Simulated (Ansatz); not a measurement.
## EuZn (Pm-3m): the volume from the results

The reference geometry is a structure as deposited in COD; nothing is relaxed.

Settings: LDA, 9×9×9 k mesh, Fermi–Dirac smearing of 0.08 eV. PAW means Ansatz 0.2.0 on its default frozen-core files. Site moments are integrated in spheres about the atoms.

The input and its command:

```yaml
crystal:
  lattice:
    - [3.808, 0.0, 0.0]
    - [0.0, 3.808, 0.0]
    - [0.0, 0.0, 3.808]
  atoms:
    - { symbol: Eu, position: [0.0, 0.0, 0.0], spin: 7.0 }
    - { symbol: Zn, position: [0.5, 0.5, 0.5] }
magnetization:
  spin_polarized: true
kpoints:
  mp_grid: { grid: [9, 9, 9] }
scf:
  occupations: { method: fermi_dirac, width: 0.08 }
hamiltonian:
  xc: lda
  pseudopotentials: { kind: paw }
output:
  forces: true
  stress: true
  eigenvalues: true
  populations: true
```

Command: `ansatz run input.yaml --threads 1 --pin off --max-ram 3072MiB --backend cpu --events-out ev --progress --plain --runs-dir out`

The cell is scaled evenly, and every run starts from the same moments. Some of the runs:

| V/V₀ | cell moment (μB) | largest site moment (μB) | F − F(V₀) (meV/atom) | pressure (GPa) |
| --- | --- | --- | --- | --- |
| 0.7 | 6.95 | 6.63 | 16 | 11.7 |
| 0.82 | 6.99 | 6.70 | -98 | 0.7 |
| 1.06 | 7.07 | 6.82 | 64 | -6.6 |

Question: Another run of the series gave cell moment (μB) = 7.10, largest site moment (μB) = 6.85, F − F(V₀) (meV/atom) = 136, pressure (GPa) = -7.2. At which V/V₀ was it made?
A. 0.88
B. 0.76
C. 1.12
D. 0.94
E. 1.2

Answer: C. V/V₀ = 1.12.

Question: Another run of the series gave cell moment (μB) = 7.00, largest site moment (μB) = 6.73, F − F(V₀) (meV/atom) = -88, pressure (GPa) = -2.3. At which V/V₀ was it made?
A. 0.94
B. 0.76
C. 0.88
D. 1.2
E. 1.12

Answer: C. V/V₀ = 0.88.

The whole series:

| V/V₀ | cell moment (μB) | largest site moment (μB) | F − F(V₀) (meV/atom) | pressure (GPa) |
| --- | --- | --- | --- | --- |
| 0.7 | 6.95 | 6.63 | 16 | 11.7 |
| 0.76 | 6.97 | 6.67 | -69 | 5.1 |
| 0.82 | 6.99 | 6.70 | -98 | 0.7 |
| 0.88 | 7.00 | 6.73 | -88 | -2.3 |
| 0.94 | 7.02 | 6.76 | -53 | -4.4 |
| 1 | 7.04 | 6.79 | 0 | -5.8 |
| 1.06 | 7.07 | 6.82 | 64 | -6.6 |
| 1.12 | 7.10 | 6.85 | 136 | -7.2 |
| 1.2 | 7.14 | 6.88 | 238 | -7.5 |

The PAW files were made with PBE; the program remakes their cores once for the run's functional and then keeps them frozen. Without U a semilocal functional puts the f levels too near the Fermi level, which can change moments and the order of magnetic states; site and cell moments are spin moments. Under strong compression frozen cores are worth checking against an all-electron run. Spin–orbit coupling is left out although heavy atoms are present. With open f shells a run can end in a state that isn't the lowest. These are results for the start and cell typed. The real compound can order otherwise, in a larger cell, or not at all, since semilocal functionals at zero temperature often overstate magnetism.
